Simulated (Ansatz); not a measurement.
The elements of this relaxed trial crystal are hidden behind letters.

```
lattice vectors (Å)
  -2.7861    2.7861    5.5832
   2.7861   -2.7861    5.5832
   2.7861    2.7861   -5.5832
fractional positions
X 0.5000 0.5000 0.0000
X 0.7500 0.2500 0.5000
X 0.2500 0.7500 0.5000
Z 0.0000 0.0000 0.0000
Q 0.7437 0.7437 0.0000
Q 0.2563 0.2563 0.0000
Q 0.5000 0.0000 0.5000
Q 0.0000 0.5000 0.5000
```

Method: Ansatz 0.2.0, DFT PBE, scalar-relativistic, plane waves, PAW. Plane waves to 420 eV, a 10×10×10 mesh through Γ for the 8-atom cell and 0.01 eV Gaussian smearing; no spin polarisation.

```
Space group                                 : I4/mmm (No. 139)
Conventional cell                           : a = 5.572 Å, c = 11.166 Å
Volume per atom                             : 21.67 Å³
Density                                     : 4.80 g/cm³
Energy over the elements                    : −1.039 eV/atom
Gap on the 10×10×10 mesh of the 8-atom cell : 0.28 eV
```

Energies are uncorrected and count from the elements' standard states at the same level.

Task: X is an s-block element of period 3, Z is a d-block element of period 5 and Q is a p-block element of period 4. Which elements are they?

Result: X = Mg, Z = Cd, Q = Se, so the formula is Mg3CdSe4. Density times volume gives a mean mass of 4.80 × 21.67/1.6605 = 62.6 u per atom, and this set has 62.7 u. Around Mg on a site of symmetry 4/mmm lie 6 Se at 2.72–2.79 Å; Cd has 6 Se at 2.79–2.86 Å; Se on a site of symmetry 4mm is surrounded by 5 Mg at 2.72–2.79 Å and 1 Cd at 2.86 Å; 2 more sites not described. Other sets within the hints have nearly the same mass, so mass alone doesn't settle it; this one was computed.

Kohn–Sham gaps at this level usually fall short of measured ones. A structure relaxed within its symmetry needn't be a true minimum. Another cell of Mg3CdSe4 relaxed alike, in P-4m2, lies 59 meV/atom lower, so this cell isn't the stable form at this level.
